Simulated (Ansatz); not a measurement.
PtS$_{2}$ (CdI2 type)

```yaml
crystal:
  lattice:
    - [3.55932, 0.00000, 0.00000]
    - [-1.77966, 3.08246, 0.00000]
    - [0.00000, 0.00000, 4.38465]
  atoms:
    - { symbol: Pt, position: [0.00000, 0.00000, 0.00000] }
    - { symbol: S, position: [0.66667, 0.33333, 0.27120] }
    - { symbol: S, position: [0.33333, 0.66667, 0.72880] }
```

Scan: atom 2 (S, nearest neighbour Pt at 2.374 Å; its periodic images, 3.6 Å or more away, move with it) is displaced towards the nearest neighbour, direction (-0.750, -0.433, -0.501) in Cartesian axes, by s. The other atoms stay.

Method: PBEsol-D3(BJ) (plane waves to 420 eV, PAW, scalar-relativistic; Ansatz, a program for electronic structure). k mesh 12×12×9 (Γ-centred), Fermi-Dirac smearing 0.05 eV. Energies are smeared free energies. With partly filled bands, energies and forces of such displacements shift with the k mesh and the smearing. PtS2 is run without spin polarisation. PtS2 was relaxed with its symmetry unable to fall. Spin-orbit coupling is left out, though Pt is heavy. The PAW data are Ansatz's earlier set. ΔE is measured from the undisplaced structure. The last digit holds for this mesh only.

```tsv
s (Å)	ΔE (meV/cell)
-0.240	204.3
-0.192	142.4
-0.144	86.7
-0.096	41.5
-0.048	11.2
0.000	0.0
0.048	12.6
0.096	53.7
0.144	128.9
0.192	244.5
0.240	withheld
```

### Question
Fit a polynomial form (powers 2, 3, 4) to the given rows and predict ΔE at s = 0.240.

### Answer
Least squares on the 10 given rows: ΔE = (5167)·s² + (7208)·s³ + (1960)·s⁴, in meV/cell with s in Å; root-mean-square residual 0.30 meV/cell. At 0.240 the fit gives 403.8 meV/cell; the calculation gives 407.7 meV/cell, so the extrapolation is off by -3.9 (-1.0 %). The quadratic term alone would give 297.6 meV/cell.

(A displaced cell: forces are minus the slopes of the energy, force constants its curvatures, and phonons follow from these.)
